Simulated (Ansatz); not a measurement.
HfN (rock salt, space group No. 225), a = 4.5255 Å, b = 4.5255 Å, c = 4.5255 Å, α = 90.00°, β = 90.00°, γ = 90.00°; the cell used has 2 atoms.

Relaxed with r²SCAN.

### Question
Which orbitals make up the states near the Fermi level in DFT-r²SCAN in the program Ansatz with PAW potentials?

### Answer
Within 0.5 eV of the Fermi level: Hf 5d 78 %, N 2p 17 %. Projections are on Löwdin-orthogonalised atomic valence shells; empty p or d shells of many metals are not among them.

### Question
Tabulate the density of states.

### Answer
States/eV per cell of 2 atoms, in 0.25 eV bins, energy from the Fermi level.

| E (eV) | total | Hf 5d | N 2p | Hf 6s |
|---|---|---|---|---|
| -7.85 | 0.90 | 0.26 | 0.51 | 0.09 |
| -7.60 | 0.96 | 0.25 | 0.56 | 0.10 |
| -7.35 | 1.02 | 0.24 | 0.62 | 0.11 |
| -7.10 | 0.77 | 0.17 | 0.48 | 0.07 |
| -6.85 | 0.62 | 0.14 | 0.40 | 0.05 |
| -6.60 | 0.95 | 0.27 | 0.61 | 0.04 |
| -6.35 | 2.26 | 0.71 | 1.46 | 0.02 |
| -6.10 | 3.60 | 0.99 | 2.44 | 0.01 |
| -5.85 | 3.19 | 0.91 | 2.13 | 0.01 |
| -5.60 | 1.92 | 0.57 | 1.27 | 0.01 |
| -5.35 | 1.49 | 0.43 | 1.00 | 0.00 |
| -5.10 | 1.19 | 0.33 | 0.82 | 0.00 |
| -4.85 | 1.00 | 0.25 | 0.71 | 0.00 |
| -4.60 | 0.83 | 0.18 | 0.62 | 0.00 |
| -4.35 | 0.69 | 0.11 | 0.54 | 0.00 |
| -4.10 | 0.29 | 0.04 | 0.24 | 0.00 |
| -3.85 | 0.14 | 0.02 | 0.11 | 0.00 |
| -3.60 | 0.09 | 0.02 | 0.07 | 0.00 |
| -3.35 | 0.06 | 0.04 | 0.03 | 0.00 |
| -3.10 | 0.08 | 0.06 | 0.02 | 0.00 |
| -2.85 | 0.11 | 0.08 | 0.03 | 0.00 |
| -2.60 | 0.15 | 0.11 | 0.04 | 0.00 |
| -2.35 | 0.18 | 0.13 | 0.04 | 0.00 |
| -2.10 | 0.22 | 0.16 | 0.05 | 0.00 |
| -1.85 | 0.25 | 0.19 | 0.06 | 0.00 |
| -1.60 | 0.29 | 0.22 | 0.06 | 0.00 |
| -1.35 | 0.32 | 0.25 | 0.07 | 0.00 |
| -1.10 | 0.36 | 0.28 | 0.07 | 0.00 |
| -0.85 | 0.41 | 0.31 | 0.08 | 0.00 |
| -0.60 | 0.46 | 0.36 | 0.08 | 0.00 |
| -0.35 | 0.53 | 0.42 | 0.09 | 0.01 |
| -0.10 | 0.59 | 0.46 | 0.10 | 0.01 |
| 0.15 | 0.61 | 0.48 | 0.11 | 0.01 |
| 0.40 | 0.64 | 0.49 | 0.11 | 0.01 |
| 0.65 | 0.66 | 0.51 | 0.11 | 0.01 |
| 0.90 | 0.71 | 0.55 | 0.12 | 0.02 |
| 1.15 | 0.72 | 0.56 | 0.11 | 0.02 |
| 1.40 | 0.72 | 0.57 | 0.11 | 0.02 |
| 1.65 | 0.74 | 0.59 | 0.11 | 0.02 |
| 1.90 | 0.79 | 0.63 | 0.11 | 0.02 |
| 2.15 | 0.86 | 0.67 | 0.11 | 0.03 |
| 2.40 | 1.00 | 0.78 | 0.12 | 0.04 |
| 2.65 | 1.15 | 0.90 | 0.14 | 0.05 |
| 2.90 | 1.30 | 1.00 | 0.17 | 0.05 |
| 3.15 | 1.46 | 1.13 | 0.18 | 0.06 |
| 3.40 | 1.83 | 1.43 | 0.23 | 0.06 |
| 3.65 | 2.13 | 1.69 | 0.26 | 0.06 |
| 3.90 | 1.74 | 1.39 | 0.19 | 0.06 |
| 4.15 | 1.62 | 1.29 | 0.16 | 0.07 |
| 4.40 | 1.59 | 1.25 | 0.16 | 0.08 |
| 4.65 | 1.57 | 1.21 | 0.15 | 0.09 |

Space group Fm-3m (rock salt). The r²SCAN relaxation kept the symmetry of its start. The run is not spin-polarised. With an odd number of electrons in the cell and no spin polarisation, the count alone makes it a metal. Spin–orbit coupling is left out wherever it is not named.

Potentials: the later of the program's two PAW sets.
